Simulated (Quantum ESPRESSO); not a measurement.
## Sn2ScZr2HfAg2 (one run as intended and one with a planted mistake)

Simulated, not a measurement. The program is pw.x of Quantum ESPRESSO 7.5 (plane-wave density functional theory). The cell is made up: eight metal atoms on a hexagonal close-packed lattice, with elements, volume, strain and displacements drawn at random and not relaxed, so it may be unstable or far from any real phase. PseudoDojo standard norm-conserving files set the functional (PBE unless stated); there is no spin polarisation or spin-orbit coupling, the Fermi-Dirac width of 0.25 eV means electrons at about 2900 K, and the masses in the input are unused placeholders. The tin pseudopotential is less sure than most, with forces differing by about three percent from a second method on plain tin. Heavy elements are run without spin-orbit coupling, which real alloys of them have. A spin test at this wide smearing found no moment, but such smearing suppresses magnetism that the real alloy may have.

Intended input:

```
&control calculation='scf', pseudo_dir='./dojo.nc.sr.pbe.v0_5.standard.upf', outdir='./o', disk_io='minimal', tprnfor=.true., tstress=.true. /
&system ibrav=0, nat=8, ntyp=5, nbnd=71, ecutwfc=82.02448710, nosym=.true., tot_charge=0,
 occupations='smearing', smearing='fd', degauss=0.0183746611
/
&electrons conv_thr=1.470e-08, electron_maxstep=70, mixing_beta=0.5 /
ATOMIC_SPECIES
Ag 1.0 Ag.upf
Hf 1.0 Hf.upf
Sc 1.0 Sc.upf
Sn 1.0 Sn.upf
Zr 1.0 Zr.upf
CELL_PARAMETERS angstrom
3.2775 -0.0268 5.2522
3.1677 -0.0312 -5.1823
-3.2728 5.6544 -0.0325
ATOMIC_POSITIONS angstrom
Sn 0.1197 -0.0271 -0.1092
Sn -1.6457 2.7559 -0.0744
Sc 3.088 1.8373 -2.5993
Zr 1.5288 4.7445 -2.5055
Hf 3.2067 0.0169 -0.0595
Zr 1.7168 2.8356 -0.0867
Ag 3.2319 1.8989 2.6109
Ag 1.6378 4.6666 2.7063
K_POINTS automatic
5 5 4 1 1 1
```

The log is shortened where brackets say so; the opening notice, blank lines, dates and the lines on written files are dropped, and the path of the files is cut. It prints rydbergs, bohrs and kilobars, and counts compression as positive stress. Its total energy is the free energy E - TS of the whole cell.

Log of the intended run:

```
     Program PWSCF v.7.5
     Parallel version (MPI & OpenMP), running on       4 processor cores
     Number of MPI processes:                 4
     Threads/MPI process:                     1
     [start-up lines left out]
     bravais-lattice index     =            0
     lattice parameter (alat)  =      11.6993  a.u.
     unit-cell volume          =    1276.2727 (a.u.)^3
     number of atoms/cell      =            8
     number of atomic types    =            5
     number of electrons       =       113.00
     number of Kohn-Sham states=           71
     kinetic-energy cutoff     =      82.0245  Ry
     charge density cutoff     =     328.0979  Ry
     scf convergence threshold =      1.5E-08
     mixing beta               =       0.5000
     number of iterations used =            8  plain     mixing
     Exchange-correlation= PBE
                           (   1   4   3   4   0   0   0)
     [axes and pseudopotential details left out]
   Cartesian axes
     site n.     atom                  positions (alat units)
         1        Sn     tau(   1) = (   0.0193346  -0.0043773  -0.0176385  )
         2        Sn     tau(   2) = (  -0.2658219   0.4451471  -0.0120175  )
         3        Sc     tau(   3) = (   0.4987896   0.2967701  -0.4198522  )
         4        Zr     tau(   4) = (   0.2469396   0.7663559  -0.4047012  )
         5        Hf     tau(   5) = (   0.5179626   0.0027298  -0.0096107  )
         6        Zr     tau(   6) = (   0.2773063   0.4580206  -0.0140042  )
         7        Ag     tau(   7) = (   0.5220330   0.3067200   0.4217259  )
         8        Ag     tau(   8) = (   0.2645458   0.7537731   0.4371354  )
     number of k points=    50  Fermi-Dirac smearing, width (Ry)=  0.0184
                       cart. coord. in units 2pi/alat
        k(    1) = (   0.1943789   0.2493574  -0.0021506), wk =   0.0400000
        k(    2) = (   0.1968565   0.5245151  -0.0022927), wk =   0.0400000
     [further k points left out]
     Dense  grid:   128127 G-vectors     FFT dimensions: (  72,  72,  72)
     Estimated max dynamical RAM per process >     463.91 MB
     Estimated total dynamical RAM >       1.72 GB
     Initial potential from superposition of free atoms
     starting charge     112.9868, renormalised to     113.0000
     Starting wfcs are   78 randomized atomic wfcs
     total cpu time spent up to now is        5.8 secs
     per-process dynamical memory:   351.7 Mb
     Self-consistent Calculation
     iteration #  1     ecut=    82.02 Ry     beta= 0.50
     Davidson diagonalization with overlap
     ethr =  1.00E-02,  avg # of iterations =  2.4
     Threshold (ethr) on eigenvalues was too large:
     Diagonalizing with lowered threshold
     Davidson diagonalization with overlap
     ethr =  9.61E-04,  avg # of iterations =  2.9
     total cpu time spent up to now is       27.2 secs
     total energy              =   -1346.96126137 Ry
     estimated scf accuracy    <       1.14502657 Ry
     iteration #  2     ecut=    82.02 Ry     beta= 0.50
     Davidson diagonalization with overlap
     ethr =  1.01E-03,  avg # of iterations =  5.1
     total cpu time spent up to now is       40.7 secs
     total energy              =   -1347.27697093 Ry
     estimated scf accuracy    <       1.97989343 Ry
     [iterations 3 to 12 left out]
     iteration # 13     ecut=    82.02 Ry     beta= 0.50
     Davidson diagonalization with overlap
     ethr =  1.33E-10,  avg # of iterations =  2.0
     total cpu time spent up to now is      169.0 secs
     total energy              =   -1347.53269928 Ry
     estimated scf accuracy    <       0.00000002 Ry
     iteration # 14     ecut=    82.02 Ry     beta= 0.50
     Davidson diagonalization with overlap
     ethr =  1.47E-11,  avg # of iterations =  5.0
     total cpu time spent up to now is      181.3 secs
     End of self-consistent calculation
     [lines on levels left out]
!    total energy              =   -1347.53269928 Ry
     estimated scf accuracy    <          2.4E-09 Ry
     smearing contrib. (-TS)   =      -0.09736932 Ry
     internal energy E=F+TS    =   -1347.43532996 Ry
     The total energy is F=E-TS. E is the sum of the following terms:
     one-electron contribution =    -536.98672146 Ry
     hartree contribution      =     318.78864857 Ry
     xc contribution           =    -265.27547048 Ry
     ewald contribution        =    -863.96178658 Ry
     convergence has been achieved in  14 iterations
     Forces acting on atoms (cartesian axes, Ry/au):
     atom    1 type  4   force =    -0.01265926    0.00853072    0.00623269
     atom    2 type  4   force =     0.01933307    0.00744256    0.00511791
     atom    3 type  3   force =     0.00561005   -0.00255847   -0.01324481
     atom    4 type  5   force =    -0.00255245   -0.01183512   -0.02906582
     atom    5 type  2   force =     0.01961188   -0.01195885    0.02664483
     atom    6 type  5   force =    -0.02418184    0.01277986    0.02622868
     atom    7 type  1   force =    -0.00263024   -0.00080179   -0.00475135
     atom    8 type  1   force =    -0.00253120   -0.00159891   -0.01716213
     Total force =     0.070280     Total SCF correction =     0.000089
     Computing stress (Cartesian axis) and pressure
          total   stress  (Ry/bohr**3)                   (kbar)     P=      -58.93
  -0.00045810  -0.00007916  -0.00003702          -67.39      -11.64       -5.45
  -0.00007916  -0.00043168   0.00001186          -11.64      -63.50        1.75
  -0.00003702   0.00001186  -0.00031203           -5.45        1.75      -45.90
     init_run     :      5.47s CPU      5.67s WALL (       1 calls)
     electrons    :    173.70s CPU    175.55s WALL (       1 calls)
     forces       :      1.74s CPU      1.76s WALL (       1 calls)
     stress       :      6.04s CPU      6.17s WALL (       1 calls)
     [timing details left out]
     PWSCF        :   3m 7.07s CPU   3m 9.28s WALL
     JOB DONE.
```

A second run has one planted mistake: one atom is of a wrong element. The input lines that differ:

```
- &system ibrav=0, nat=8, ntyp=5, nbnd=71, ecutwfc=82.02448710, nosym=.true., tot_charge=0,
+ &system ibrav=0, nat=8, ntyp=6, nbnd=68, ecutwfc=82.02448710, nosym=.true., tot_charge=0,
+ Mo 1.0 Mo.upf
- Ag 1.6378 4.6666 2.7063
+ Mo 1.6378 4.6666 2.7063
```

Its log:

```
     Program PWSCF v.7.5
     Parallel version (MPI & OpenMP), running on       4 processor cores
     Number of MPI processes:                 4
     Threads/MPI process:                     1
     [start-up lines left out]
     bravais-lattice index     =            0
     lattice parameter (alat)  =      11.6993  a.u.
     unit-cell volume          =    1276.2727 (a.u.)^3
     number of atoms/cell      =            8
     number of atomic types    =            6
     number of electrons       =       108.00
     number of Kohn-Sham states=           68
     kinetic-energy cutoff     =      82.0245  Ry
     charge density cutoff     =     328.0979  Ry
     scf convergence threshold =      1.5E-08
     mixing beta               =       0.5000
     number of iterations used =            8  plain     mixing
     Exchange-correlation= PBE
                           (   1   4   3   4   0   0   0)
     [axes and pseudopotential details left out]
   Cartesian axes
     site n.     atom                  positions (alat units)
         1        Sn     tau(   1) = (   0.0193346  -0.0043773  -0.0176385  )
         2        Sn     tau(   2) = (  -0.2658219   0.4451471  -0.0120175  )
         3        Sc     tau(   3) = (   0.4987896   0.2967701  -0.4198522  )
         4        Zr     tau(   4) = (   0.2469396   0.7663559  -0.4047012  )
         5        Hf     tau(   5) = (   0.5179626   0.0027298  -0.0096107  )
         6        Zr     tau(   6) = (   0.2773063   0.4580206  -0.0140042  )
         7        Ag     tau(   7) = (   0.5220330   0.3067200   0.4217259  )
         8        Mo     tau(   8) = (   0.2645458   0.7537731   0.4371354  )
     number of k points=    50  Fermi-Dirac smearing, width (Ry)=  0.0184
                       cart. coord. in units 2pi/alat
        k(    1) = (   0.1943789   0.2493574  -0.0021506), wk =   0.0400000
        k(    2) = (   0.1968565   0.5245151  -0.0022927), wk =   0.0400000
     [further k points left out]
     Dense  grid:   128127 G-vectors     FFT dimensions: (  72,  72,  72)
     Estimated max dynamical RAM per process >     458.04 MB
     Estimated total dynamical RAM >       1.70 GB
     Initial potential from superposition of free atoms
     starting charge     107.9858, renormalised to     108.0000
     Starting wfcs are   78 randomized atomic wfcs
     total cpu time spent up to now is        5.9 secs
     per-process dynamical memory:   344.1 Mb
     Self-consistent Calculation
     iteration #  1     ecut=    82.02 Ry     beta= 0.50
     Davidson diagonalization with overlap
     ethr =  1.00E-02,  avg # of iterations =  2.1
     total cpu time spent up to now is       16.6 secs
     total energy              =   -1176.94342055 Ry
     estimated scf accuracy    <       1.79015275 Ry
     iteration #  2     ecut=    82.02 Ry     beta= 0.50
     Davidson diagonalization with overlap
     ethr =  1.66E-03,  avg # of iterations =  4.9
     total cpu time spent up to now is       30.4 secs
     total energy              =   -1176.81183082 Ry
     estimated scf accuracy    <      15.88124045 Ry
     [iterations 3 to 13 left out]
     iteration # 14     ecut=    82.02 Ry     beta= 0.50
     Davidson diagonalization with overlap
     ethr =  1.62E-10,  avg # of iterations =  2.0
     total cpu time spent up to now is      164.9 secs
     total energy              =   -1177.96529789 Ry
     estimated scf accuracy    <       0.00000004 Ry
     iteration # 15     ecut=    82.02 Ry     beta= 0.50
     Davidson diagonalization with overlap
     ethr =  3.68E-11,  avg # of iterations =  4.0
     total cpu time spent up to now is      176.1 secs
     End of self-consistent calculation
     [lines on levels left out]
!    total energy              =   -1177.96529789 Ry
     estimated scf accuracy    <       0.00000001 Ry
     smearing contrib. (-TS)   =      -0.12449768 Ry
     internal energy E=F+TS    =   -1177.84080021 Ry
     The total energy is F=E-TS. E is the sum of the following terms:
     one-electron contribution =    -403.95883382 Ry
     hartree contribution      =     249.94448207 Ry
     xc contribution           =    -239.43399529 Ry
     ewald contribution        =    -784.39245317 Ry
     convergence has been achieved in  15 iterations
     Forces acting on atoms (cartesian axes, Ry/au):
     atom    1 type  5   force =    -0.01714183    0.00455371    0.01696145
     atom    2 type  5   force =     0.02097446    0.01296010   -0.01405953
     atom    3 type  4   force =     0.01100527   -0.00167350   -0.02491041
     atom    4 type  6   force =    -0.00011111   -0.00789877   -0.03767164
     atom    5 type  2   force =     0.00947575   -0.02973062    0.02239696
     atom    6 type  6   force =    -0.02495053    0.01944431    0.03309048
     atom    7 type  1   force =    -0.00255113   -0.00019653   -0.00854688
     atom    8 type  3   force =     0.00329911    0.00254130    0.01273956
     Total force =     0.086394     Total SCF correction =     0.000379
     Computing stress (Cartesian axis) and pressure
          total   stress  (Ry/bohr**3)                   (kbar)     P=      -85.86
  -0.00068818  -0.00011675  -0.00008508         -101.23      -17.17      -12.52
  -0.00011675  -0.00049214  -0.00003662          -17.17      -72.40       -5.39
  -0.00008508  -0.00003662  -0.00057067          -12.52       -5.39      -83.95
     init_run     :      5.61s CPU      5.79s WALL (       1 calls)
     electrons    :    168.44s CPU    170.20s WALL (       1 calls)
     forces       :      1.76s CPU      1.78s WALL (       1 calls)
     stress       :      6.02s CPU      6.16s WALL (       1 calls)
     [timing details left out]
     PWSCF        :   3m 1.93s CPU   3m 4.07s WALL
     JOB DONE.
```

```
                                            intended run  run with the mistake
                          free energy (eV)    -18334.116            -16027.034
         entropy term -TS, part of it (eV)        -1.325                -1.694
                            pressure (GPa)         -5.89                 -8.59
size of the largest force component (eV/Å)         0.747                 0.969
largest change of a force component (eV/Å)                               0.769
                                iterations            14                    15
```

For scale, a rerun of the intended cell at a higher cutoff and on a denser mesh moved values by no more than 0.002 eV in energy, 0.14 GPa in stress and 0.008 eV/Å in force, and a second program with other atomic files agreed on that cell to 2 % rms in force and 0.5 GPa in pressure. Files of another functional or element have another zero of energy, so the energy change says nothing on stability. The number of bands, nbnd, was set by rule from the electron count, so it follows the mistake.